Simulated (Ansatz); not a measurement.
An Ansatz (a quantum-chemistry and plane-wave program) run. Input:

Ansatz 0.2 input:
```yaml
crystal:
  lattice:
    - [5.2938912578, 0.0, 0.0]
    - [0.0, 5.2938912578, 0.0]
    - [0.0, 0.0, 3.108706393]
  atoms:
    - { symbol: Al, position: [0.3228583993, 0.6771416007, 0.0] }
    - { symbol: Al, position: [0.6771416007, 0.3228583993, 0.0] }
    - { symbol: Al, position: [0.8228583993, 0.8228583993, 0.5] }
    - { symbol: Al, position: [0.1771416007, 0.1771416007, 0.5] }
    - { symbol: N, position: [0.3152969167, 0.3152969167, 0.0] }
    - { symbol: N, position: [0.6847030833, 0.6847030833, 0.0] }
    - { symbol: N, position: [0.1847030833, 0.8152969167, 0.5] }
    - { symbol: N, position: [0.8152969167, 0.1847030833, 0.5] }
kpoints:
  mp_grid: { grid: [5, 5, 8] }
basis: { xc_grid: 2 }
hamiltonian:
  xc: pbesol
  pseudopotentials: { azcp: { folder: ./paw }, kind: paw }
scf:
  occupations: { method: fixed }
output:
  optics: { e_range: [0.0, 15.0], de: 0.05, sigma: 0.1, bands: { spectra_wanted_up_to: 12 eV } }
```

Output (shortened):

```
output.optics: the spectra are integrated over the Brillouin zone by k·p interpolation around the k-points, where levels, occupations, output.optics.sigma and …
Pseudopotential: Al, paw, valence charge 3
Pseudopotential: N, paw, valence charge 5
Functional definition: PBEsol
Crystal: 8 atoms, lattice volume = 87.122 Å³
Basis set: ecut = 420 eV, 1723 PW (Γ), exchange–correlation on 72×72×48 points (8 copies of the dense FFT grid, shifted against one another)
Bands: 24, of which v1, the nominal top of the filled ones, is band 16 counted from 1 (15 counted from 0)
Symmetry: 16 space group operations
Space group: P42/mnm (ITA 136), of the structure as read, at distance tolerance 4.4e-5 Å
k-points: 30 of 200
SCF iter   1: F=—  HF=-3629.344508 eV  |F-HF|=—  |Δ(HF+E_count)|=         —  Δρ=1.31e-1  dr2=1.87e1  ethr=3.10e-3  ⟨swp⟩=4.5  Hψ=3021  notcnv=0  defer=157
preconditioner: auto → none
SCF iter   2: F=—  HF=-3624.450362 eV  |F-HF|=—  |Δ(HF+E_count)|=    4.89e0  Δρ=7.49e-2  dr2=2.93e0  ethr=3.10e-3  ⟨swp⟩=3.0  Hψ=1889  notcnv=0  defer=156
SCF iter   3: F=—  HF=-3623.602774 eV  |F-HF|=—  |Δ(HF+E_count)|=   8.48e-1  Δρ=2.22e-2  dr2=2.25e-1  ethr=3.10e-3  ⟨swp⟩=2.0  Hψ=1519  notcnv=0  defer=129
SCF iter   4: F=—  HF=-3623.545846 eV  |F-HF|=—  |Δ(HF+E_count)|=   5.69e-2  Δρ=9.06e-4  dr2=2.90e-4  ethr=7.04e-4  ⟨swp⟩=2.0  Hψ=706  notcnv=0  defer=178
SCF iter   5: F=—  HF=-3623.545780 eV  |F-HF|=—  |Δ(HF+E_count)|=   6.57e-5  Δρ=3.00e-4  dr2=2.07e-5  ethr=9.08e-7  ⟨swp⟩=2.0  Hψ=1111  notcnv=0  defer=178
SCF iter   6: F=—  HF=-3623.546292 eV  |F-HF|=—  |Δ(HF+E_count)|=   5.12e-4  Δρ=7.49e-5  dr2=3.13e-6  ethr=6.48e-8  ⟨swp⟩=2.0  Hψ=1111  notcnv=0  defer=97
SCF iter   7: F=—  HF=-3623.546292 eV  |F-HF|=—  |Δ(HF+E_count)|=   3.63e-7  Δρ=7.58e-6  dr2=2.38e-8  ethr=9.78e-9  ⟨swp⟩=2.0  Hψ=1075  notcnv=0  defer=90
SCF iter   8: F=—  HF=-3623.546292 eV  |F-HF|=—  |Δ(HF+E_count)|=   2.66e-9  Δρ=1.09e-6  dr2=4.26e-10  ethr=7.44e-11  ⟨swp⟩=2.7  Hψ=1150  notcnv=0  defer=90
SCF iter   9: F=-3623.546292 eV  HF=-3623.546292 eV  |F-HF|=1.82e-12  |Δ(HF+E_count)|=  2.33e-10  Δρ=1.22e-7  dr2=7.39e-12  ethr=1.00e-12  ⟨swp⟩=8.5  Hψ=3818  notcnv=0
SCF 1 converged in 9 iterations: F = -3623.546292 eV  dr2 = 7.39e-12
NSCF: frozen V_eff on 30 k-points
Optics k sum: 0 of 30 k-points
Optics k sum: 2 of 30 k-points
Optics k sum: 3 of 30 k-points
Optics k sum: 5 of 30 k-points
Optics k sum: 6 of 30 k-points
Optics k sum: 8 of 30 k-points
Optics k sum: 9 of 30 k-points
Optics k sum: 11 of 30 k-points
Optics k sum: 12 of 30 k-points
Optics k sum: 14 of 30 k-points
Optics k sum: 15 of 30 k-points
Optics k sum: 17 of 30 k-points
Optics k sum: 18 of 30 k-points
Optics k sum: 20 of 30 k-points
Optics k sum: 21 of 30 k-points
Optics k sum: 23 of 30 k-points
Optics k sum: 24 of 30 k-points
Optics k sum: 26 of 30 k-points
Optics k sum: 27 of 30 k-points
Optics k sum: 29 of 30 k-points
Optics k sum: 30 of 30 k-points
Optics k sum: 0 of 30 k-points
Optics k sum: 2 of 30 k-points
Optics k sum: 3 of 30 k-points
Optics k sum: 5 of 30 k-points
Optics k sum: 6 of 30 k-points
Optics k sum: 8 of 30 k-points
Optics k sum: 9 of 30 k-points
Optics k sum: 11 of 30 k-points
Optics k sum: 12 of 30 k-points
Optics k sum: 14 of 30 k-points
Optics k sum: 15 of 30 k-points
Optics k sum: 17 of 30 k-points
Optics k sum: 18 of 30 k-points
Optics k sum: 20 of 30 k-points
Optics k sum: 21 of 30 k-points
Optics k sum: 23 of 30 k-points
Optics k sum: 24 of 30 k-points
Optics k sum: 26 of 30 k-points
Optics k sum: 27 of 30 k-points
Optics k sum: 29 of 30 k-points
Optics k sum: 30 of 30 k-points
NSCF: frozen V_eff on 1 k-points
NSCF: frozen V_eff on 1 k-points
NSCF: frozen V_eff on 1 k-points
NSCF: frozen V_eff on 1 k-points
output.optics: what the bands over the 42 summed would add to eps1, eps2 and the energy-loss function is held between a lower and an upper bound (7 Lanczos …
SCF converged after 9 iterations
Free energy (F): -3623.546292 eV
Harris-Foulkes:  -3623.546292 eV  (|F-HF|=1.82e-12)
Internal energy: -3623.546292 eV  (E = F + TS)
E sigma→0 (E₀):  -3623.546292 eV
Fermi energy:    6.523383 eV
--- Per-component energies (eV) ---
  E_band       = 41.430415
  E_kinetic    = 623.638614
  E_local      = -895.095537  (includes V_loc(G=0)·N_el)
  E_nonlocal   = 179.383409
  E_hartree    = 327.735912
  E_xc         = -391.555558
  E_vxc        = -425.444372  (∫ρ·V_xc dr)
  E_paw        = -2321.507877  (= ΣΔE_a)
  E_vpaw       = -96.526936  (= ΣTr[D̂ρ^β])
  E_aug_tail   = 0.003406  (compensation charges beyond the density's cutoff)
  E_ewald      = -1146.337613
  E_core_change = 0.188951  (= ΣΔE_core)
  E_smearing   =  0.000000  (= −TS)
  E_closure    = 0.000000  (closes the sum)
  Σ components = -3623.546292   (vs F -3623.546292, Δ=0.00e0)
  [band-id]    e_kinetic+e_local+e_nonlocal+2·e_hartree+e_vxc+e_vpaw+e_augmentation_tail = 41.430409   (vs E_band 41.430415, Δ=-5.99e-6)
--- Band table (eV; the first three rows and the last of 30) ---
  k-point 0: bands = ["-8.5267", "-6.4927", "-6.4927", "-6.2136", "0.5304", "1.5998", "2.7641", "2.7641", "3.7746", "4.4727", "5.6893", "5.6893", "6.0337", "6.4359", "6.4359", "6.5234", "10.2862", "12.4523", "12.9388", "13.5204", "13.5204", "15.4562", "17.0147", "17.6432"]
  k-point 1: bands = ["-8.3817", "-6.4012", "-6.4012", "-6.1900", "0.6731", "1.7782", "2.8955", "2.8955", "3.7080", "3.8749", "5.1336", "5.1336", "5.3603", "6.3714", "6.3714", "6.4033", "10.8575", "12.7363", "13.2639", "14.1728", "14.1728", "15.3473", "16.8084", "17.1717"]
  k-point 2: bands = ["-7.9710", "-6.1778", "-6.1646", "-6.1646", "1.0380", "2.3011", "2.8334", "3.1602", "3.1602", "3.2775", "4.1494", "4.1494", "4.2951", "5.9785", "6.1223", "6.1223", "11.6747", "12.6026", "14.4260", "15.0304", "15.0697", "15.4461", "15.4461", "15.9717"]
  k-point 29: bands = ["-6.5938", "-6.5885", "-5.9097", "-5.9011", "0.7130", "0.8517", "1.3937", "1.4962", "3.7606", "4.1434", "5.0212", "5.2889", "5.3016", "5.4223", "5.4346", "5.4794", "11.5412", "11.8514", "12.2684", "12.5725", "14.4359", "14.7158", "16.2378", "16.7887"]
```

Cost: about 70 core-seconds (a rough figure) on shared cores.

Space group P4_2/mnm. The start of the workflow was typed in or built on a structure type; neither database checked (COD, Materials Project) lists it. It is not the phase usual at ambient conditions (space group No. 186, 216). The PBEsol relaxation kept the symmetry of its start; whether a distortion lowers the energy is not shown.

Potentials: the earlier of the program's two PAW sets. The files were generated under PBE; for other functionals the program regenerates the frozen cores, and for LDA and PBEsol the local potential too.

Ansatz is a plane-wave DFT program.
